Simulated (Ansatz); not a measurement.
This cell of GaN (wurtzite) is off equilibrium:

```xyz
4
Lattice="3.2184 0.0000 0.0000 -1.6092 2.7872 0.0000 0.0000 0.0000 5.2432" Properties=species:S:1:pos:R:3 pbc="T T T"
Ga     1.6092     0.9291     0.0051
Ga     0.0693     1.9274     2.6959
N      1.6092     0.9291     3.2730
N      0.0000     1.8581     0.6514
```

These are PBE (plane waves to 420 eV, PAW, scalar-relativistic; Ansatz, a program for electronic structure) values and carry that method's errors. k mesh 10×10×5 (Γ-centred), Fermi-Dirac smearing 0.05 eV. The energy includes the smearing's −TS. Stress and pressure are positive under compression. GaN was relaxed with its symmetry unable to fall.

### Question
Predict the force on every atom, in eV/Å.

### Answer
```csv
atom,Fx,Fy,Fz
Ga1,0.021,0.027,0.524
Ga2,-0.755,-0.985,-1.248
N3,0.647,0.876,0.402
N4,0.087,0.082,0.322
```

### Question
What is the stress tensor (GPa)?

### Answer
```
  -0.22    -1.74     0.74
  -1.74     3.94     1.18
   0.74     1.18    -1.31
```
The pressure, a third of the trace, is 0.80 GPa.

### Question
In it atom 2 sits (0.069, 0.069, 0.069) Å away from its relaxed site. What is its energy relative to the relaxed cell?

### Answer
103.3 meV/cell.

(For displaced atoms, the force is minus the slope of the energy, and its curvature is a force constant, which sets phonon frequencies.)
